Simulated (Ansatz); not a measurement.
HfO2:
```
HfO2
1.0
    3.57679     0.00000     0.00000
    0.00000     3.57679     0.00000
    0.00000     0.00000     5.20265
Hf O
2 4
Cartesian
  0.00000   0.00000   0.00000
  1.78839   1.78839   2.60133
  0.00000   1.78839   1.02051
  0.00000   1.78839   3.62184
  1.78839   0.00000   1.58081
  1.78839   0.00000   4.18214
```

Relaxed with r²SCAN. Special points in fractions of this cell's reciprocal vectors: Γ (0.000, 0.000, 0.000); X (0.000, 0.500, 0.000); M (0.500, 0.500, 0.000); Z (0.000, 0.000, 0.500); R (0.000, 0.500, 0.500); A (0.500, 0.500, 0.500).

Problem. List the band energies nearest the valence-band maximum at these points for DFT-r²SCAN in the program Ansatz with PAW potentials.

Solution. In eV from the valence-band maximum; about four levels below and three above (degenerate sets whole), none deeper than 8.9 eV; points with the same levels are listed once.

```csv
k,below,above
Γ,-0.67 -0.14 -0.07 -0.07,5.27 5.29 6.51
X,-1.42 -1.42 -0.15 -0.15,5.63 5.63 6.66 6.66
M,-0.77 -0.77 -0.51 -0.51,6.30 6.30 6.64 6.64
Z,-0.69 -0.69 0.00 0.00,5.92 5.92 6.23 6.23
R,-1.40 -1.40 -0.94 -0.94,5.77 5.77 6.16 6.16
A,-1.45 -1.45 -0.02 -0.02,6.46 6.46 6.83 6.83
```

Space group P4_2/nmc. This is a known high-temperature phase of the composition, computed here at zero pressure and temperature. The cell was relaxed with r²SCAN under the symmetry of its start; of distortions, only those at the zone centre were tested. The run is not spin-polarised. Spin–orbit coupling is left out wherever it is not named.

Potentials: the later of the program's two PAW sets.
